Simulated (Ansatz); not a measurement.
Data:

AlPt₃:
```
CELL_PARAMETERS angstrom
      3.87339     0.00000     0.00000
      0.00000     3.87339     0.00000
      0.00000     0.00000     3.87506
ATOMIC_POSITIONS crystal
  Al 0.50000 0.50000 0.50000
  Pt 0.50000 0.00000 0.00000
  Pt 0.00000 0.50000 0.00000
  Pt 0.00000 0.00000 0.50000
```

This is the PBEsol-relaxed structure.

All from DFT-PBEsol in the program Ansatz with PAW potentials, unless another level is named. Predict the formation energy from the elements (no fitted shifts).

-0.70 eV/atom.

Predict the density of states at the Fermi level.

0.72 states/eV per atom (mean over ±0.08 eV).

What about the gap with spin–orbit coupling?

none (metallic).

Space group Pm-3m (Cu3Au type). The workflow started from a Materials Project entry (that database holds measured and hypothetical structures alike); the Crystallography Open Database copy checked does not list it. With Al and Pt taken as one species the cell has the higher symmetry Fm-3m, so it may be an ordered model of a mixed-site phase. Whether it is the stable phase at ambient conditions was not checked. The PBEsol relaxation kept the symmetry of its start; of distortions, only those at the zone centre were tested. No spin polarisation was allowed. The references are the lowest solids computed at this level, not always the standard phases. Spin–orbit coupling is left out wherever it is not named.

Potentials: the later of the program's two PAW sets.
